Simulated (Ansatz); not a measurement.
Input and command of a plane-wave DFT calculation in Ansatz:

```yaml
crystal:
  lattice:
    - [0.0, 6.459007, 3.889655]
    - [3.74781, 0.0, 3.889655]
    - [3.74781, 6.459007, 0.0]
  atoms:
    - { symbol: W, position: [0.01718, 0.01718, 0.48282] }
    - { symbol: W, position: [0.51718, 0.51718, 0.98282] }
    - { symbol: W, position: [0.951868, 0.951868, 0.048132] }
    - { symbol: O, position: [0.721551, 0.293067, 0.706933] }
    - { symbol: O, position: [0.293067, 0.721551, 0.278449] }
    - { symbol: O, position: [0.069561, 0.924575, 0.717511] }
    - { symbol: O, position: [0.924575, 0.069561, 0.288353] }
    - { symbol: O, position: [0.711647, 0.282489, 0.075425] }
    - { symbol: O, position: [0.282489, 0.711647, 0.930439] }
    - { symbol: O, position: [0.256173, 0.256173, 0.243827] }
    - { symbol: O, position: [0.756173, 0.756173, 0.743827] }
    - { symbol: O, position: [0.240936, 0.240936, 0.759064] }
    - { symbol: O, position: [0.7276, 0.7276, 0.2724] }
basis:
  ecutwfc: 420
kpoints:
  mp_grid: { grid: [4, 4, 4] }
hamiltonian:
  xc: pbe
scf:
  occupations: { method: gaussian, width: 0.1 }
  lower_state_search: "off"
output:
  forces: true
  stress: true
  eigenvalues: true
  populations: true
magnetization:
  spin_polarized: true
```

```bash
ansatz run input.yaml --threads 4 --pin off --max-ram 8192MiB --backend cpu --events-out ev --progress --plain --runs-dir out
```

Processor: Arm Neoverse V1, 4 threads, on a host shared with other jobs.

**Question.** Estimate time, memory and problem size.

**Answer.** About 21 s on 4 threads of Arm Neoverse V1, on a shared host, peak memory 0.82 GiB. It solves 70 bands at 18 k points (the mesh reduced by the symmetry that the task leaves, which can be less than the crystal's) with about 3665 plane waves, in 19 SCF iterations.
